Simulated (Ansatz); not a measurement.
Be (diamond, space group No. 227) at seven volumes, DFT-r²SCAN in the program Ansatz with PAW potentials, scaled uniformly. One row is withheld.

```json
[
 {"V (Å³/atom)": "13.638", "P (GPa)": "?"},
 {"V (Å³/atom)": "14.088", "P (GPa)": "2.97"},
 {"V (Å³/atom)": "14.538", "P (GPa)": "1.38"},
 {"V (Å³/atom)": "14.987", "P (GPa)": "-0.01"},
 {"V (Å³/atom)": "15.437", "P (GPa)": "-1.22"},
 {"V (Å³/atom)": "15.887", "P (GPa)": "-2.29"},
 {"V (Å³/atom)": "16.336", "P (GPa)": "-3.23"}
]
```

Question: Fit the shown pressures and predict the withheld one.

Answer: P = (3/2)B₀(x^(7/2) − x^(5/2))[1 + (3/4)(B′ − 4)(x − 1)] with x = (V₀/V)^(2/3). Least squares on the six rows gives V₀ = 14.985 Å³/atom, B₀ = 43.3 GPa, B′ = 3.40. At V = 13.638, x = 1.0648 and P = 4.78 GPa. The run itself gave 4.76 GPa.

Space group Fd-3m (diamond). The start of the workflow was typed in or built on a structure type; neither database checked (COD, Materials Project) lists it. It is not the phase usual at ambient conditions (space group No. 194). Symmetry was held in the r²SCAN relaxation. At this level the phase is mechanically unstable. The volume moved by 16 % from the start of the relaxation.

Potentials: the later of the program's two PAW sets.
